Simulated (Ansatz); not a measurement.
BN (h-BN type, space group P6_3/mmc)

```
BN
1.0
    2.50580     0.00000     0.00000
   -1.25290     2.17009     0.00000
    0.00000     0.00000     6.61620
B N
2 2
Direct
  0.33333   0.66667   0.25000
  0.66667   0.33333   0.75000
  0.33333   0.66667   0.75000
  0.66667   0.33333   0.25000
```

Two coordinates are scanned: the volume, and the ratio of the stretch along z (the conventional c axis) to the stretch across it. Atoms keep their fractional coordinates.

All values below come from PBE-D3(BJ) (plane waves to 420 eV, PAW, scalar-relativistic; Ansatz, an electronic-structure program). k mesh 15×15×5 (Γ-centred), Fermi-Dirac smearing 0.05 eV. Energies are smeared free energies. BN was relaxed with its symmetry unable to fall. The PAW data are Ansatz's earlier set. The zero of ΔE is the relaxed starting cell.

Q: Estimate the ΔE (eV/atom) for all points of the grid V/V₀ = 0.920, 0.960, 1.000, 1.040, 1.080 by (c/a)/(c/a)₀ = 0.880, 0.940, 1.000, 1.060, 1.120.

A: ΔE (eV/atom), with V/V₀ across and (c/a)/(c/a)₀ down:

```csv
(c/a)/(c/a)₀ \ V/V₀,0.920,0.960,1.000,1.040,1.080
0.880,0.0277,0.0593,0.1101,0.1765,0.2556
0.940,0.0079,0.0059,0.0266,0.0660,0.1206
1.000,0.0495,0.0116,0.0000,0.0103,0.0387
1.060,0.1470,0.0706,0.0249,0.0044,0.0050
1.120,0.2967,0.1788,0.0968,0.0440,0.0154
```

(Under strain, the slope of the energy per volume gives the stress and its curvature an elastic modulus.)
